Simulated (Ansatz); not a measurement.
LiSn in space group P2/m (No. 10; Li on 2n, Sn on 2m, Li on 1e, Sn on 1a), PBE (plane waves, PAW; program Ansatz), all energies at zero smearing, with the estimated change up to a 700 eV cutoff added, with one set of potentials and settings (totals compare only within such a set). Cell of 6 atoms (3 Li, 3 Sn): -18688.693 eV.

| element | reference phase | E (eV/atom) |
|---|---|---|
| Li | Fm-3m, 1 atoms in the cell | -204.6902 |
| Sn | Fd-3m, 2 atoms in the cell | -6024.2128 |

Formation energy per atom, worked out: (-18688.693 − 3×(-204.6902) − 3×(-6024.2128))/6 = -0.331 eV/atom (-32 kJ per mol of atoms), at 0 K, without zero-point energy or fitted corrections.

The workflow started from an entry of the Crystallography Open Database (COD). Whether it is the stable phase at ambient conditions was not checked. The PBE relaxation kept the symmetry of its start; whether a distortion lowers the energy is not shown. The references are the lowest solids computed at this level, not always the standard phases. Scalar-relativistic: spin–orbit coupling is off unless named, which matters more the heavier the elements.

Potentials: the later of the program's two PAW sets.
